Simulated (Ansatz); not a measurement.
Starting structure of a cell relaxation (symmetry kept):

```xyz
6
Lattice="-1.8921 1.8921 4.7573 1.8921 -1.8921 4.7573 1.8921 1.8921 -4.7573" Properties=species:S:1:pos:R:3 pbc="T T T"
Ti    0.0000    0.0000    0.0000
Ti    0.0000    1.8921    2.3786
O     0.0000    0.0000    1.9800
O     0.0000    1.8921    4.3586
O     0.0000    1.8921    0.3987
O     0.0000    0.0000    7.5346
```

Level of theory: DFT r2SCAN, scalar-relativistic, plane waves, PAW in Ansatz 0.2.0.

Plane waves to 500 eV, a k mesh through Γ of 8×8×8 on the computed 6-atom cell and Gaussian smearing (0.02 eV); no spin polarisation.

**Question.** What does it relax to?

**Answer.** The volume increases by 0.04 Å³/atom to 11.40 Å³/atom, and the energy falls by 0.2 meV/atom. Final structure:
```
Ti O
1.0
    -1.88896    1.88896    4.79174
     1.88896   -1.88896    4.79174
     1.88896    1.88896   -4.79174
Ti O
2 4
Cartesian
  0.0000 0.0000 0.0000
  0.0000 1.8890 2.3959
  0.0000 0.0000 1.9865
  0.0000 1.8890 4.3824
  0.0000 1.8890 0.4094
  0.0000 0.0000 7.5970
```

Course of the relaxation (steps run on the plane waves of an earlier cell, and the basis is chosen afresh near the end, so energy and pressure can step there; trial steps that raised the energy were taken back; energies are free energies):

| step | E − E_final (meV/atom) | largest force component (eV/Å) | P (GPa) | V (Å³/atom) |
| --- | --- | --- | --- | --- |
| 1 | 0.2 | 0.010 | 0.52 | 11.35 |
| 2 | 0.1 | 0.008 | 0.14 | 11.38 |
| 3 | 0.0 | 0.007 | -0.05 | 11.40 |
| 4 | 0.0 | 0.001 | 0.00 | 11.40 |
| 5 | 0.0 | 0.001 | 0.00 | 11.40 |

Cost: 1 run of about 0.5 core-minutes, on AMD EPYC 9R45 (Zen 5) (shared hosts).